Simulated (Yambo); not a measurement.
Yambo run on SnSe$_{2}$ (CdI2 type, space group P-3m1, No. 164). The wavefunctions are PBE (stringent potentials; Quantum ESPRESSO, PseudoDojo norm-conserving, 104 Ry, scalar-relativistic) ones on a 3×3×2 mesh (35 occupied bands); a = b = 3.845 Å, c = 5.991 Å, α = β = 90.00°, γ = 120.00°.

Yambo input:

```
rim_cut
gw0
dyson
el_el_corr
HF_and_locXC
ppa
em1d
RandQpts= 1000000
RandGvec= 1 Ry
EXXRLvcs= 104 Ry
VXCRLvcs= 416 Ry
Chimod= "HARTREE"
% BndsRnXp
 23 | 378 |
%
NGsBlkXp= 15 Ry
% LongDrXp
 1.0 | 1.0 | 1.0 |
%
PPAPntXp= 27.2114 eV
% GbndRnge
 1 | 378 |
%
GTermKind= "none"
DysSolver= "n"
ExtendOut
% QPkrange
 1 | 1 | 35 | 36 |
%
```

k points by index: 1 = Γ.

The o-*.qp file then holds:

```
#    K-point    Band    Eo [eV]    E [eV]    E-Eo [eV]    Vxc [eV]    Vnlxc [eV]    Sc|Eo [eV]    Sc|E [eV]    dSc/dw|Eo [eV]    Re(Z)    Im(Z)
#
    1    35    0.000000    -0.350806    -0.350806    -14.68963    -16.56703    1.426633    1.526597    -7.751995    0.778279    -0.001516
    1    36    0.780668    0.907674    0.127006    -14.00276    -10.42832    -3.414296    -3.447432    -7.094575    0.793195    -0.001388
```
(The two width columns are left out.) Convergence of these settings isn't established.

Spin-orbit coupling is not included.

Geometry relaxed with PBE+D3(BJ).
